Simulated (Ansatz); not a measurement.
HfC:
```
HfC
1.0
    2.86853     0.00000     0.00000
    0.00000     2.86853     0.00000
    0.00000     0.00000     2.86853
Hf C
1 1
Direct
  0.00000   0.00000   0.00000
  0.50000   0.50000   0.50000
```

Relaxed with PBEsol. Special points in fractions of this cell's reciprocal vectors: Γ (0.000, 0.000, 0.000); X (0.000, 0.500, 0.000); M (0.500, 0.500, 0.000); R (0.500, 0.500, 0.500).

Question: List the band energies nearest the Fermi level at these points for DFT-PBEsol with spin–orbit coupling in the program Ansatz with PAW potentials.

Answer: In eV from the Fermi level; about four levels below and three above (degenerate sets whole), none deeper than 8.9 eV; points with the same levels are listed once.

| k | below | above |
|---|---|---|
| Γ | -1.99 -1.99 -1.99 -1.99 | 0.96 0.96 1.32 1.32 1.32 1.32 |
| X | -1.05 -1.05 -0.74 -0.74 | 7.00 7.00 7.09 7.09 |
| M | -2.26 -2.26 -1.17 -1.17 | 2.10 2.10 3.12 3.12 |
| R | -5.70 -5.70 -5.70 -5.70 -5.62 -5.62 | 7.31 7.31 9.26 9.26 9.26 9.26 |

Space group Pm-3m (CsCl type). The cell is a constructed one: a structure type filled with these elements; neither database checked (COD, Materials Project) lists it. It is not the phase usual at ambient conditions (space group No. 225). The cell was relaxed with PBEsol under the symmetry of its start. At this level the phase is mechanically unstable. The run is not spin-polarised.

Potentials: the later of the program's two PAW sets.
